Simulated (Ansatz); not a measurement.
GaP (zinc blende)

```
CELL_PARAMETERS angstrom
      0.00000     2.75302     2.75302
      2.75302     0.00000     2.75302
      2.75302     2.75302     0.00000
ATOMIC_POSITIONS crystal
  P  0.75000 0.75000 0.75000
  Ga 0.00000 0.00000 0.00000
```

All values below come from PBE (plane waves to 420 eV, PAW, scalar-relativistic; Ansatz, a quantum-chemistry and plane-wave program). Harmonic phonons by density-functional perturbation theory on a 8×8×8 k mesh, in cm⁻¹; i marks imaginary ones, q is in fractions of the reciprocal vectors of the cell shown, and the three acoustic modes at Γ are left out. The non-analytic (LO-TO) term is not included, so polar modes at Γ have their transverse values. GaP was relaxed with its symmetry unable to fall.

Problem. Is the structure dynamically stable at Γ, L = (0.5, 0.0, 0.0), X = (0.5, 0.5, 0.0)?

Solution. No imaginary mode at these points (lowest 80 cm⁻¹ at L = (0.5, 0.0, 0.0)); other wave vectors were not tested.

Problem. List the wavenumbers at Γ, L = (0.5, 0.0, 0.0), X = (0.5, 0.5, 0.0), with degeneracies.

Solution. 
```
q                              wavenumbers (cm⁻¹)
-------------------  ----------------------------
Γ                                        345 (×3)
L = (0.5, 0.0, 0.0)   80 (×2), 224, 342 (×2), 352
X = (0.5, 0.5, 0.0)  102 (×2), 241, 341 (×2), 349
```
